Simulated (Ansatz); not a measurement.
CoBiO3:
```cif
data_BiCoO3
_chemical_formula_sum 'Co1 Bi1 O3'
_space_group_name_H-M_alt 'P 1'
_space_group_IT_number 1
_cell_length_a 3.73175
_cell_length_b 3.73175
_cell_length_c 4.00768
_cell_angle_alpha 90.000
_cell_angle_beta 90.000
_cell_angle_gamma 90.000
loop_
_space_group_symop_operation_xyz
  'x, y, z'
loop_
_atom_site_label
_atom_site_type_symbol
_atom_site_fract_x
_atom_site_fract_y
_atom_site_fract_z
_atom_site_occupancy
Co1 Co 0.50000 0.50000 0.62414 1
Bi1 Bi 0.00000 0.00000 0.05096 1
O1 O 0.50000 0.00000 0.69565 1
O2 O 0.00000 0.50000 0.69565 1
O3 O 0.50000 0.50000 0.16210 1
```

Relaxed with r²SCAN.

Which orbitals make up the states near the band edges in the program Ansatz at the r²SCAN level (PAW)?

Top 1 eV of the valence band: Co 3d 65 %, O 2p 29 %. Bottom 1 eV of the conduction band: Co 3d 73 %, O 2p 20 %, O 2s 5 %. Projections are on Löwdin-orthogonalised atomic valence shells; empty p or d shells of many metals are not among them.

Tabulate the density of states.

States/eV per cell of 5 atoms, in 0.25 eV bins, energy from the valence-band maximum.

| E (eV) | total | O 2p | Co 3d | Bi 6p |
|---|---|---|---|---|
| -7.86 | 0.00 | 0.00 | 0.00 | 0.00 |
| -7.61 | 0.11 | 0.08 | 0.00 | 0.00 |
| -7.36 | 0.37 | 0.29 | 0.01 | 0.00 |
| -7.11 | 1.07 | 0.78 | 0.09 | 0.09 |
| -6.86 | 1.90 | 1.34 | 0.22 | 0.16 |
| -6.61 | 2.98 | 2.05 | 0.45 | 0.26 |
| -6.36 | 4.39 | 3.08 | 0.63 | 0.46 |
| -6.11 | 4.31 | 3.01 | 0.67 | 0.52 |
| -5.86 | 2.97 | 1.98 | 0.58 | 0.32 |
| -5.61 | 3.00 | 2.02 | 0.55 | 0.28 |
| -5.36 | 4.11 | 2.69 | 0.85 | 0.30 |
| -5.11 | 2.44 | 1.55 | 0.66 | 0.11 |
| -4.86 | 3.03 | 2.06 | 0.67 | 0.16 |
| -4.61 | 2.75 | 1.87 | 0.58 | 0.14 |
| -4.36 | 3.60 | 2.42 | 0.75 | 0.19 |
| -4.11 | 2.42 | 1.66 | 0.50 | 0.11 |
| -3.86 | 2.60 | 1.76 | 0.57 | 0.11 |
| -3.61 | 2.66 | 1.82 | 0.57 | 0.13 |
| -3.36 | 2.79 | 2.02 | 0.50 | 0.14 |
| -3.11 | 4.97 | 3.64 | 0.89 | 0.21 |
| -2.86 | 6.03 | 4.55 | 1.01 | 0.21 |
| -2.61 | 3.58 | 2.68 | 0.60 | 0.12 |
| -2.36 | 2.24 | 1.73 | 0.32 | 0.08 |
| -2.11 | 3.48 | 2.72 | 0.47 | 0.10 |
| -1.86 | 2.70 | 2.04 | 0.47 | 0.07 |
| -1.61 | 1.98 | 1.35 | 0.51 | 0.04 |
| -1.36 | 0.99 | 0.27 | 0.66 | 0.03 |
| -1.11 | 3.64 | 0.74 | 2.73 | 0.11 |
| -0.86 | 7.87 | 1.92 | 5.57 | 0.29 |
| -0.61 | 6.26 | 1.85 | 4.04 | 0.26 |
| -0.36 | 4.02 | 1.47 | 2.30 | 0.13 |
| -0.11 | 0.76 | 0.32 | 0.39 | 0.02 |
| 0.14 | 0.00 | 0.00 | 0.00 | 0.00 |
| 0.39 | 0.19 | 0.03 | 0.14 | 0.00 |
| 0.64 | 1.55 | 0.28 | 1.15 | 0.01 |
| 0.89 | 1.32 | 0.27 | 0.96 | 0.01 |
| 1.14 | 1.74 | 0.35 | 1.23 | 0.02 |
| 1.39 | 1.23 | 0.30 | 0.83 | 0.02 |
| 1.64 | 1.24 | 0.33 | 0.78 | 0.04 |
| 1.89 | 1.47 | 0.42 | 0.88 | 0.06 |
| 2.14 | 1.38 | 0.44 | 0.79 | 0.07 |
| 2.39 | 1.45 | 0.49 | 0.78 | 0.10 |
| 2.64 | 1.51 | 0.54 | 0.76 | 0.13 |
| 2.89 | 1.59 | 0.57 | 0.70 | 0.24 |
| 3.14 | 1.70 | 0.58 | 0.62 | 0.40 |
| 3.39 | 1.85 | 0.45 | 0.32 | 0.91 |
| 3.64 | 1.96 | 0.47 | 0.26 | 1.05 |
| 3.89 | 1.14 | 0.23 | 0.02 | 0.76 |
| 4.14 | 0.96 | 0.21 | 0.01 | 0.64 |
| 4.39 | 1.07 | 0.24 | 0.01 | 0.72 |
| 4.64 | 2.27 | 0.52 | 0.02 | 1.54 |
| 4.89 | 2.66 | 0.60 | 0.02 | 1.84 |
| 5.14 | 2.80 | 0.62 | 0.01 | 1.97 |

Space group P4mm. The first step of the workflow began from a Materials Project structure, measured or hypothetical; the Crystallography Open Database copy checked does not list it. Whether it is the stable phase at ambient conditions was not checked. The r²SCAN relaxation kept the symmetry of its start; its stability against distortions is not shown here. No spin polarisation was allowed. No Hubbard U is applied. Spin–orbit coupling is left out wherever it is not named.

Potentials: the later of the program's two PAW sets.
